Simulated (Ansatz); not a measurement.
Input, command and steps of an Ansatz relaxation.

```yaml
crystal:
  lattice:
    - [3.3951980351, 3.2343210532, 4.9034180288]
    - [-2.9402314601, -2.8396132965, 4.4785808629]
    - [8.630845119, -4.9892166429, 2.4893707758]
  atoms:
    - { symbol: C, position: [0.7286110241, 0.8434795939, 0.8722635984] }
    - { symbol: C, position: [0.6958557945, 0.1017017516, 0.4198568386] }
    - { symbol: C, position: [0.5631107338, 0.5125357191, 0.9965902045] }
    - { symbol: C, position: [0.9175299924, 0.9243165, 0.8203054983] }
    - { symbol: C, position: [0.5642707688, 0.7429802341, 0.9578355708] }
    - { symbol: C, position: [0.6980124127, 0.3398738354, 0.4060500468] }
    - { symbol: Ge, position: [0.1249352443, 0.9758582735, 0.623203906] }
    - { symbol: Ge, position: [0.9549582045, 0.0119388843, 0.0021457097] }
    - { symbol: Ge, position: [0.4309090101, 0.5045316952, 0.386313497] }
    - { symbol: Ge, position: [0.7334109756, 0.5355667032, 0.5632902609] }
    - { symbol: Ge, position: [0.9155070945, 0.4990015281, 0.2426712176] }
    - { symbol: Ge, position: [0.5285320888, 0.9566748638, 0.606370953] }
    - { symbol: Ge, position: [0.0936836851, 0.3926517483, 0.575607794] }
    - { symbol: Ge, position: [0.8384817712, 0.4119388874, 0.0236103119] }
    - { symbol: Ge, position: [0.3424947143, 0.4006896748, 0.1709548673] }
    - { symbol: Sn, position: [0.1515069873, 0.5367209038, 0.8053409435] }
    - { symbol: Sn, position: [0.2979717164, 0.9909695946, 0.0783426546] }
    - { symbol: Sn, position: [0.539193073, 0.3017930599, 0.8110081239] }
    - { symbol: Sn, position: [0.624191201, 0.8916809901, 0.258353262] }
    - { symbol: Sn, position: [0.0084887671, 0.8883824011, 0.3797801681] }
  symmetry: { detect: false }
basis:
  ecutwfc: 420
kpoints:
  mp_grid: { grid: [3, 4, 2] }
hamiltonian:
  xc: pbe
scf:
  occupations: { method: gaussian, width: 0.1 }
  lower_state_search: "off"
output:
  forces: true
  stress: true
  eigenvalues: true
relax:
  adjacent_minimum: "off"
  f_tol: 0.04
  max_steps: 25
  cell: { stress_tol: 0.3 }
```

```bash
ansatz run input.yaml --threads 4 --pin off --max-ram 9216MiB --backend cpu --events-out ev --progress --plain --runs-dir out
```

Computed with DFT PBE, scalar-relativistic, plane waves, PAW in Ansatz.

Of 7 frames 7 are shown, positions in Å and forces in eV/Å; the SCF threshold varies from step to step. Steps run on the plane waves of an earlier cell, with a Pulay correction in the pressure. The basis is chosen afresh for the last frame, the zero of the energies, and at times for earlier ones too; energy and pressure can step there, also at an unchanged geometry. Where two frames share a geometry here, they differ by under 2 meV/atom and 0.3 GPa.

```xyz
20
Lattice="3.3952 3.2343 4.9034 -2.9402 -2.8396 4.4786 8.6308 -4.9892 2.4894" Properties=species:S:1:pos:R:3:forces:R:3 pbc="T T T" step=1 free_energy_over_end_meV_per_atom=5.52 pressure_GPa=0.13
C     7.5221   -4.3905    9.5217    0.0347    0.0335   -0.1853
C     5.6873   -0.1329    4.9127    0.1728   -0.2330   -0.0955
C     9.0063   -4.6063    7.5375   -0.1438   -0.0574   -0.0555
C     7.4774   -3.7498   10.6807   -0.0057    0.1111    0.1034
C     7.9982   -5.0636    8.4788    0.0126    0.1728    0.0509
C     4.8751   -0.7334    5.9556   -0.1063    0.0538   -0.0217
Ge    2.9337   -5.4763    6.5345    0.0054    0.0566    0.0165
Ge    3.2257    3.0440    4.7414   -0.0570   -0.1198   -0.0293
Ge    3.3138   -1.9664    5.3342    0.0352    0.0697   -0.0906
Ge    5.7771   -1.9591    7.3970    0.1912   -0.0809   -0.0336
Ge    3.7356    0.3333    7.3280    0.0243    0.0087    0.0703
Ge    4.2151   -4.0325    8.3856   -0.0528    0.1453    0.1606
Ge    4.1316   -3.6838    3.6508    0.0029   -0.1608   -0.0020
Ge    1.8394    1.4244    6.0151    0.0648   -0.0448   -0.0620
Ge    1.4602   -0.8830    3.8995   -0.0196    0.0071   -0.1138
Sn    5.8871   -5.0521    5.1514   -0.1185    0.1504    0.1046
Sn   -1.2258   -2.2411    6.0942    0.1776   -0.0020   -0.0058
Sn    7.9430   -3.1593    6.0144   -0.1056   -0.0284    0.0144
Sn    1.7273   -1.8022    7.6973   -0.1813   -0.1324    0.1468
Sn    0.6946   -4.3900    4.9657    0.0691    0.0505    0.0277
20
Lattice="3.3601 3.2084 4.8891 -2.9412 -2.9432 4.5705 8.4513 -4.9623 2.5532" Properties=species:S:1:pos:R:3:forces:R:3 pbc="T T T" step=2 free_energy_over_end_meV_per_atom=3.01 pressure_GPa=0.01
C     7.3470   -4.4142    9.6339    0.1287   -0.0124   -0.1236
C     5.6086   -0.1994    4.9904    0.0053   -0.0569   -0.0705
C     8.7808   -4.6036    7.6008   -0.0824    0.0075   -0.0403
C     7.3124   -3.8099   10.8160    0.0055   -0.0569   -0.0147
C     7.8044   -5.0693    8.5708    0.0081    0.1982    0.0909
C     4.7740   -0.8064    6.0119   -0.0143    0.0058    0.0801
Ge    2.8169   -5.5237    6.7247   -0.0487   -0.0958    0.0698
Ge    3.1930    2.9948    4.7271    0.0175    0.0132    0.1018
Ge    3.1974   -1.9990    5.3562   -0.0961    0.0718    0.0056
Ge    5.6733   -2.0629    7.4356   -0.0873    0.1052    0.1479
Ge    3.6302    0.2378    7.3994   -0.0939   -0.0259    0.0173
Ge    4.1731   -4.1380    8.5715   -0.0737    0.0397    0.0015
Ge    4.0250   -3.7427    3.7013   -0.0094    0.0921    0.0336
Ge    1.8017    1.3877    6.0204   -0.0219    0.0300    0.0952
Ge    1.4038   -0.8803    3.8560    0.0678   -0.0696    0.0640
Sn    5.6881   -5.0525    5.3054   -0.1003   -0.2710   -0.1639
Sn   -1.1486   -2.3051    6.1416   -0.2326   -0.0770   -0.0161
Sn    7.7294   -3.2067    6.0428    0.3631   -0.0595    0.0757
Sn    1.5771   -2.0538    7.8604    0.1349    0.1347   -0.2294
Sn    0.6524   -4.5013    5.0952    0.1296    0.0268   -0.1249
20
Lattice="3.3616 3.2240 4.9026 -2.9319 -2.9256 4.5548 8.4701 -4.9788 2.5448" Properties=species:S:1:pos:R:3:forces:R:3 pbc="T T T" step=3 free_energy_over_end_meV_per_atom=0.75 pressure_GPa=-0.05
C     7.3672   -4.4093    9.6283    0.0854   -0.0574   -0.2153
C     5.6185   -0.1787    4.9761    0.0272   -0.0721   -0.0479
C     8.8033   -4.6191    7.6008   -0.0800   -0.0255   -0.0071
C     7.3346   -3.8069   10.8107    0.0059    0.0218    0.0952
C     7.8180   -5.0704    8.5675    0.0129    0.1202    0.1009
C     4.7916   -0.7769    6.0113   -0.0111    0.0500   -0.0281
Ge    2.8394   -5.5352    6.7091   -0.0371   -0.0320    0.0396
Ge    3.1880    2.9988    4.7439    0.0049   -0.0359    0.0383
Ge    3.2144   -1.9726    5.3602   -0.0192    0.0451   -0.0182
Ge    5.6929   -2.0281    7.4421    0.0214    0.0214    0.0138
Ge    3.6439    0.2638    7.3994   -0.0318    0.0052   -0.0092
Ge    4.1826   -4.1161    8.5467   -0.0749    0.0300    0.0537
Ge    4.0322   -3.7267    3.7120    0.0168    0.0120    0.0155
Ge    1.8020    1.3880    6.0325    0.0058    0.0359    0.0163
Ge    1.4074   -0.8858    3.8716    0.0286   -0.0525    0.0211
Sn    5.7011   -5.0894    5.2728    0.0190   -0.0172   -0.0174
Sn   -1.1864   -2.2928    6.1426   -0.0101   -0.0348   -0.0235
Sn    7.7816   -3.2144    6.0516    0.0229   -0.0674   -0.0018
Sn    1.6261   -1.9853    7.8143    0.0330    0.0221   -0.0458
Sn    0.6964   -4.4819    5.0441   -0.0197    0.0312    0.0201
20
Lattice="3.3559 3.2225 4.9031 -2.9264 -2.9373 4.5635 8.4550 -4.9915 2.5552" Properties=species:S:1:pos:R:3:forces:R:3 pbc="T T T" step=4 free_energy_over_end_meV_per_atom=0.41 pressure_GPa=-0.04
C     7.3622   -4.4307    9.6495    0.0496   -0.0388   -0.1480
C     5.6064   -0.1808    4.9743    0.0275   -0.0504   -0.0081
C     8.7831   -4.6442    7.6123   -0.0434   -0.0292    0.0035
C     7.3286   -3.8345   10.8364    0.0046    0.0171    0.0735
C     7.8083   -5.0928    8.5895   -0.0009    0.0864    0.0587
C     4.7826   -0.7735    6.0152   -0.0199    0.0422   -0.0486
Ge    2.8312   -5.5673    6.7375   -0.0230   -0.0038    0.0083
Ge    3.1849    2.9858    4.7504   -0.0019   -0.0247    0.0000
Ge    3.2068   -1.9685    5.3639    0.0132    0.0094   -0.0271
Ge    5.6845   -2.0300    7.4464    0.0231   -0.0068    0.0130
Ge    3.6299    0.2591    7.4047   -0.0037    0.0056   -0.0010
Ge    4.1741   -4.1343    8.5669   -0.0363    0.0267    0.0354
Ge    4.0232   -3.7355    3.7316    0.0040   -0.0111    0.0164
Ge    1.7947    1.3794    6.0336    0.0048    0.0357   -0.0096
Ge    1.4040   -0.8986    3.8739    0.0026   -0.0306    0.0057
Sn    5.6849   -5.1160    5.2839   -0.0048   -0.0026   -0.0007
Sn   -1.1849   -2.3081    6.1546   -0.0097    0.0087    0.0140
Sn    7.7701   -3.2474    6.0594   -0.0133   -0.0172   -0.0045
Sn    1.6365   -1.9916    7.8095    0.0059    0.0034    0.0171
Sn    0.6954   -4.4892    5.0567    0.0215   -0.0201    0.0019
20
Lattice="3.3591 3.2180 4.8972 -2.9273 -2.9480 4.5665 8.4536 -4.9934 2.5648" Properties=species:S:1:pos:R:3:forces:R:3 pbc="T T T" step=5 free_energy_over_end_meV_per_atom=0.34 pressure_GPa=-0.01
C     7.3788   -4.4285    9.6540    0.0172   -0.0240   -0.1215
C     5.5996   -0.1880    4.9734    0.0482   -0.0170   -0.0268
C     8.7919   -4.6605    7.6179   -0.0657    0.0052   -0.0616
C     7.3558   -3.8235   10.8392   -0.0363   -0.0211    0.0742
C     7.8179   -5.0968    8.5967    0.0003    0.0849    0.1187
C     4.7755   -0.7789    6.0113   -0.0110    0.0065   -0.0029
Ge    2.8211   -5.5817    6.7523   -0.0277    0.0075    0.0274
Ge    3.2019    2.9933    4.7416   -0.0146   -0.0510    0.0187
Ge    3.2067   -1.9864    5.3669    0.0079    0.0189   -0.0292
Ge    5.6757   -2.0416    7.4482    0.0224   -0.0042    0.0006
Ge    3.6207    0.2504    7.3982   -0.0025   -0.0051    0.0056
Ge    4.1678   -4.1515    8.5743   -0.0315    0.0170    0.0183
Ge    4.0219   -3.7573    3.7410    0.0007    0.0054   -0.0061
Ge    1.8037    1.3822    6.0163    0.0052    0.0244   -0.0292
Ge    1.4044   -0.9227    3.8759    0.0104   -0.0200    0.0049
Sn    5.6723   -5.1396    5.2972    0.0282    0.0112   -0.0052
Sn   -1.1929   -2.3086    6.1779    0.0135   -0.0078   -0.0123
Sn    7.7668   -3.2666    6.0569    0.0083   -0.0264    0.0239
Sn    1.6347   -2.0021    7.8115    0.0240   -0.0058    0.0043
Sn    0.6919   -4.5042    5.0673    0.0026    0.0014   -0.0017
20
Lattice="3.3495 3.2085 4.8970 -2.9159 -2.9675 4.5825 8.4308 -5.0159 2.5881" Properties=species:S:1:pos:R:3:forces:R:3 pbc="T T T" step=6 free_energy_over_end_meV_per_atom=0.11 pressure_GPa=0.02
C     7.3615   -4.4648    9.6944   -0.0111    0.0173   -0.0107
C     5.5985   -0.2037    4.9841   -0.0049    0.0037    0.0247
C     8.7523   -4.6984    7.6406   -0.0167   -0.0210   -0.0272
C     7.3366   -3.8773   10.8908   -0.0060   -0.0128    0.0152
C     7.7935   -5.1301    8.6359    0.0188    0.0132    0.0314
C     4.7666   -0.7879    6.0195    0.0048    0.0032   -0.0113
Ge    2.8120   -5.6255    6.8077    0.0069    0.0055   -0.0115
Ge    3.1934    2.9667    4.7432   -0.0032   -0.0020   -0.0125
Ge    3.1978   -1.9886    5.3674    0.0094   -0.0091   -0.0028
Ge    5.6616   -2.0627    7.4586   -0.0017   -0.0052   -0.0042
Ge    3.6017    0.2330    7.4048    0.0048   -0.0041    0.0024
Ge    4.1724   -4.1899    8.6151    0.0062   -0.0144   -0.0126
Ge    4.0083   -3.7815    3.7703    0.0009    0.0012    0.0051
Ge    1.7917    1.3653    6.0117    0.0043    0.0014   -0.0130
Ge    1.3938   -0.9401    3.8799   -0.0187    0.0012   -0.0071
Sn    5.6464   -5.1803    5.3224   -0.0023    0.0040    0.0119
Sn   -1.1895   -2.3297    6.1993    0.0333    0.0032    0.0073
Sn    7.7438   -3.3148    6.0767   -0.0021    0.0054    0.0080
Sn    1.6596   -2.0337    7.8288   -0.0202    0.0089   -0.0209
Sn    0.7164   -4.5256    5.0861   -0.0026    0.0005    0.0277
20
Lattice="3.3495 3.2085 4.8970 -2.9159 -2.9675 4.5825 8.4308 -5.0159 2.5881" Properties=species:S:1:pos:R:3:forces:R:3 pbc="T T T" step=7 free_energy_over_end_meV_per_atom=0.00 pressure_GPa=0.02
C     7.3615   -4.4648    9.6944   -0.0109    0.0173   -0.0106
C     5.5985   -0.2037    4.9841   -0.0042    0.0043    0.0238
C     8.7523   -4.6984    7.6406   -0.0165   -0.0208   -0.0277
C     7.3366   -3.8773   10.8908   -0.0063   -0.0132    0.0149
C     7.7935   -5.1301    8.6359    0.0180    0.0131    0.0315
C     4.7666   -0.7879    6.0195    0.0044    0.0025   -0.0102
Ge    2.8120   -5.6255    6.8077    0.0068    0.0056   -0.0114
Ge    3.1934    2.9667    4.7432   -0.0032   -0.0020   -0.0124
Ge    3.1978   -1.9886    5.3674    0.0094   -0.0092   -0.0029
Ge    5.6616   -2.0627    7.4586   -0.0018   -0.0050   -0.0043
Ge    3.6017    0.2330    7.4048    0.0047   -0.0040    0.0025
Ge    4.1724   -4.1899    8.6151    0.0062   -0.0144   -0.0127
Ge    4.0083   -3.7815    3.7703    0.0009    0.0013    0.0051
Ge    1.7917    1.3653    6.0117    0.0045    0.0014   -0.0130
Ge    1.3938   -0.9401    3.8799   -0.0186    0.0011   -0.0071
Sn    5.6464   -5.1803    5.3224   -0.0022    0.0042    0.0118
Sn   -1.1895   -2.3297    6.1993    0.0333    0.0034    0.0073
Sn    7.7438   -3.3148    6.0767   -0.0019    0.0050    0.0084
Sn    1.6596   -2.0337    7.8288   -0.0201    0.0088   -0.0208
Sn    0.7164   -4.5256    5.0861   -0.0026    0.0005    0.0277
```

Time: 2.3 min on 4 threads of Intel(R) Xeon(R) Platinum 8259CL CPU @ 2.50GHz (Skylake/Cascade Lake), with other jobs on the host, peak memory 1.7 GiB.

The k mesh is coarse.